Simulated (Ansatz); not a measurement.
LiF (zinc blende, F-43m), a = b = c = 4.3101 Å, α = β = γ = 90.00°; the cell used has 2 atoms.

Relaxed with PBEsol. Plane-wave PAW PBEsol (Ansatz code) gives a gap of 7.68 eV.

Task: What gap does HSE06 give on the same cell (Ansatz, PAW)?

Result: 10.03 eV, 2.35 eV more. The hybrid was solved on a coarser mesh and at special points; the gap given is the minimum over both.

```
k  v1 PBEsol  c1 PBEsol  v1 HSE06  c1 HSE06
-  ---------  ---------  --------  --------
Γ       0.00       7.68      0.00     10.03
X      -0.80      10.37         ?         ?
L      -0.26      11.72         ?         ?
W      -0.77      11.86         ?         ?
K      -0.62      11.55         ?         ?
```

Task: Top valence (v1) and lowest conduction level (c1) in eV from each method's valence maximum (which need not be a listed point): supply the withheld HSE06 values.

Result: 
- W, v1 HSE06: -0.81
- W, c1 HSE06: 14.30
- X, v1 HSE06: -0.82
- X, c1 HSE06: 12.77
- L, v1 HSE06: -0.27
- L, c1 HSE06: 14.21
- K, v1 HSE06: -0.64
- K, c1 HSE06: 13.98

Cost on shared cores: the PBEsol run (SCF on a 11×11×11 mesh, then bands and DOS) about 6 core-seconds (a rough figure), the HSE06 run (SCF on 8×8×8, then a few points) very roughly 30 core-seconds; the tasks are unlike.

The start of the workflow was typed in or built on a structure type; neither database checked (COD, Materials Project) lists it. It is not the phase usual at ambient conditions (space group No. 225). Symmetry was held in the PBEsol relaxation; its stability against distortions is not shown here.

Potentials: the earlier of the program's two PAW sets. The files were generated under PBE; for other functionals the program regenerates the frozen cores, and for LDA and PBEsol the local potential too.
